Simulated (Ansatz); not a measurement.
WO$_{3}$:
Space group Pm-3m (No. 221); a = 3.7993 Å, b = 3.7993 Å, c = 3.7993 Å, α = 90.00°, β = 90.00°, γ = 90.00°

```
atom  site  symmetry       x       y       z
----  ----  --------  ------  ------  ------
W       1a      m-3m  0.0000  0.0000  0.0000
O       3d    4/mm.m  0.0000  0.0000  0.5000
```

Relaxed with PBEsol. 

Q: HSE06 on this cell (Ansatz, a first-principles code, PAW) gives a gap of 1.70 eV. What does PBEsol give?

A: 0.58 eV.

Cost on shared cores: the PBEsol run (SCF on a 7×7×7 mesh, then bands and DOS) roughly 12 core-seconds, the HSE06 run (SCF on 6×6×6, then a few points) around 2.3 core-minutes (rough); the tasks are unlike.

The first step of the workflow began from a Materials Project structure, measured or hypothetical; the Crystallography Open Database copy checked does not list it. COD files the formula under space group No. 2, 14, 62, 129, 130, 191, so this cell is another polymorph or a model. Whether it is the stable phase at ambient conditions was not checked. The cell was relaxed with PBEsol under the symmetry of its start; whether a distortion lowers the energy is not shown. The run is not spin-polarised. No Hubbard U is applied. Spin–orbit coupling is left out wherever it is not named.

Potentials: the later of the program's two PAW sets.

Ansatz is a plane-wave DFT program.
